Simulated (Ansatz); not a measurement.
## Heating and cooling a random packing of Na₄Li₇S₂Cl₇

A packing of 20 atoms, thrown in at random and pushed apart as soft spheres with like charges further apart (7 Cl, 7 Li, 4 Na, 2 S) went through Langevin stages in a fixed cell of 20.80 Å³/atom, at one k point, without spin and with a Fermi–Dirac width of kT (0.05 eV at least). These are results of Ansatz 0.2.0, DFT PBE+D3(BJ), scalar-relativistic, plane waves, PAW, not measurements.

```tsv
thermostat (K)	duration (fs)	friction (1/fs)	cutoff (eV)	mean T (K)	mean P (GPa)	mean square displacement (Å²)
1800	36	0.030	320	2174	4.1	0.32
1800	328	0.030	420	1981	3.6	2.27
1300	290	0.030	420	1100	1.5	1.11
720	375	0.030	420	678	0.5	0.52
300	375	0.030	420	293	-0.5	0.25
```

Means run over the second half of a stage; pressure includes the kinetic part; displacements count from the stage's start, the atoms' common shift taken off. In so short a run the atoms moved about a bond length or less in the hot stages, so this is an annealed packing, not a quenched equilibrium liquid.

Cell and atoms were then relaxed on coarser meshes and computed once more: Plane waves to 420 eV, a k mesh through Γ of 3×3×3 on the computed 20-atom cell and Gaussian smearing (0.02 eV); no spin polarisation.

What structure is left?

One draw of many: 20.06 Å³/atom with a gap on the mesh of 3.58 eV (a random packing after short dynamics, relaxed).

Counting as bonded all pairs within 1.2 times the summed covalent radii, but none from a metal cation to another cation:

| atom → neighbour | mean count | mean length (Å) | spread (Å) |
| --- | --- | --- | --- |
| Cl → Li | 2.71 | 2.44 | 0.10 |
| Cl → Na | 2.29 | 2.76 | 0.08 |
| Li → Cl | 2.71 | 2.44 | 0.10 |
| Li → S | 1.29 | 2.39 | 0.04 |
| Na → Cl | 4.00 | 2.76 | 0.08 |
| Na → S | 1.00 | 2.81 | 0.22 |
| S → Li | 4.50 | 2.39 | 0.04 |
| S → Na | 2.00 | 2.81 | 0.22 |

Angles between all pairs of such bonds at an atom (mean ± spread): 105 ± 27° at Cl, 109 ± 16° at Li, 105 ± 26° at Na, 103 ± 31° at S.

```
CELL_PARAMETERS angstrom
7.14204 0.50796 -0.06360
0.50091 7.74310 0.19067
-0.06750 0.18459 7.29477
ATOMIC_POSITIONS crystal
Na 0.78189 0.48194 0.41315
Na 0.96742 0.93735 0.47973
Na 0.48987 0.75312 0.78392
Na 0.89293 0.16981 0.01786
S 0.57297 0.63099 0.12866
S 0.11954 0.39792 0.13832
Li 0.19295 0.26375 0.42695
Li 0.49064 0.92800 0.19558
Li 0.27462 0.62498 0.25319
Li 0.88517 0.64940 0.04105
Li 0.45894 0.35373 0.09295
Li 0.12124 0.44332 0.80838
Li 0.53692 0.17942 0.60942
Cl 0.87732 0.68506 0.70153
Cl 0.53258 0.09883 0.90948
Cl 0.96522 0.23678 0.66396
Cl 0.67223 0.16347 0.32267
Cl 0.06461 0.86252 0.13338
Cl 0.36655 0.46815 0.59143
Cl 0.34103 0.96637 0.49474
```

An odd mesh misses points on the zone edge, so a gap read on it can be too wide.

Cost: 6 runs of about 37 core-minutes in all (earlier runs that led there not counted), on Arm Neoverse V2 (shared hosts).